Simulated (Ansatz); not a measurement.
Relaxed Sc (hcp, Mg type):

```
Sc
1.0
    3.31949     0.00000     0.00000
   -1.65974     2.87476     0.00000
    0.00000     0.00000     5.16639
Sc
2
Cartesian
  0.00000   1.91651   3.87479
  1.65974   0.95825   1.29160
```

In this cell atom 1 (Sc, nearest neighbour Sc at 3.217 Å; its periodic images, 3.3 Å or more away, move with it) is moved by s along Cartesian x, unit vector (1.000, 0.000, 0.000); all other atoms and the cell stay fixed.

Method: PBE (plane waves to 420 eV, PAW, scalar-relativistic; Ansatz, a program for electronic structure). k mesh 13×13×7 (Γ-centred), Fermi-Dirac smearing 0.05 eV. E stands for the smeared free energy. With partly filled bands, energies and forces of such displacements shift with the k mesh and the smearing. Sc is run without spin polarisation. Sc was relaxed with its symmetry unable to fall. The PAW data are Ansatz's earlier set. ΔE is measured from the undisplaced structure.

The scan covers s from -0.640 to 0.640 Å in 11 points.

Problem. Is this a single well or a double well?

Solution. A single well with its minimum at or next to zero displacement.

Problem. Is the energy the same for equal positive and negative displacements?

Solution. Even: the same for both signs. With its periodic images moving along, the atom's site symmetry in this cell is -6m2.

Problem. What force acts on the atom along the line at s = -0.640 Å?

Solution. 0.674 eV/Å.

Problem. What is the force constant k = d²E/ds² of this move at s = 0?

Solution. 1.47 eV/Å².

(A displaced cell: forces are minus the slopes of the energy, force constants its curvatures, and phonons follow from these.)
